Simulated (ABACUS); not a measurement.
A self-consistent single point of HfSi (Pnma, 8 atoms in the cell; from Materials Project mp-1042, changed as shown).

```yaml
crystal:
  lattice:
    - [6.88520, 0.00000, 0.00000]
    - [0.00000, 3.78075, 0.00000]
    - [0.00000, 0.00000, 5.24080]
  atoms:
    - { symbol: Hf, position: [0.67514, 0.25000, 0.37439] }
    - { symbol: Hf, position: [0.32486, 0.75000, 0.62561] }
    - { symbol: Hf, position: [0.82486, 0.75000, 0.87439] }
    - { symbol: Hf, position: [0.17514, 0.25000, 0.12561] }
    - { symbol: Si, position: [0.54312, 0.25000, 0.86087] }
    - { symbol: Si, position: [0.45688, 0.75000, 0.13913] }
    - { symbol: Si, position: [0.95688, 0.75000, 0.36087] }
    - { symbol: Si, position: [0.04312, 0.25000, 0.63913] }
```

All values come from this method and carry its errors: PBEsol, PseudoDojo 0.4 standard norm-conserving PBEsol (tails mended) pseudopotentials (plane waves; ABACUS 3.10.1).

ABACUS settings:

```
setting                                                                  value
---------------  -------------------------------------------------------------
KPT                                                          Gamma 3 5 3 0 0 0
basis_type                                                                  pw
dft_functional                                                          PBESOL
ecutwfc                                                                  58 Ry
smearing_method                                                             mv
smearing_sigma                                                   0.00999582 Ry
potentials       PseudoDojo 0.4 standard norm-conserving PBEsol (tails mended)
symmetry                                                                     1
symmetry_prec                                                            1e-05
ks_solver                                                                   cg
scf_nmax                                                                   100
scf_thr                                                             1.0e-09 Ry
mixing_type                                                              pulay
```

Results:

- Number of valence electrons: 64
- Number of bands: 42
- Number of k-points after the program's reduction: 12
- Number of plane waves (most at a k-point): 6884
- Number of SCF iterations: 8
- FFT grid: 64 × 36 × 50
- Free energy E − TS: -6604.5657 eV
- Fermi level (on the code's own zero): 14.11 eV
- Pressure: -3.09 GPa
- Largest force (vector length): 0.166 eV/Å

Forces (eV/Å):
| atom | Fx | Fy | Fz |
|---|---|---|---|
| Hf1 | 0.160 | 0.000 | -0.041 |
| Hf2 | -0.160 | 0.000 | 0.041 |
| Hf3 | -0.160 | 0.000 | -0.041 |
| Hf4 | 0.160 | 0.000 | 0.041 |
| Si5 | 0.009 | 0.000 | -0.060 |
| Si6 | -0.009 | 0.000 | 0.060 |
| Si7 | -0.009 | 0.000 | -0.060 |
| Si8 | 0.009 | 0.000 | 0.060 |

Stress (GPa, positive for compression):
```
-3.29   0.00   0.00
 0.00  -3.22   0.00
 0.00   0.00  -2.76
```

For comparison: a first run was changed to give this one (volume scaled by 1.01), and from it to this one the free energy rises by 2.5 meV/atom, the pressure goes from -1.59 to -3.09 GPa and the largest force hardly changes (0.165 to 0.166 eV/Å).

The structure comes from a collection of computed structures, made at another level of theory; the collection holds predicted forms beside known ones. No clean gap shows at this smearing width and mesh (spacing up to 0.40 Å⁻¹); the mesh is coarse for partly filled bands, so the values carry mesh errors.

Cost on one core: around 4 core-minutes (rough).

“Tails mended”: in these copies of the files the far tail of each local potential was reset to the Coulomb form.
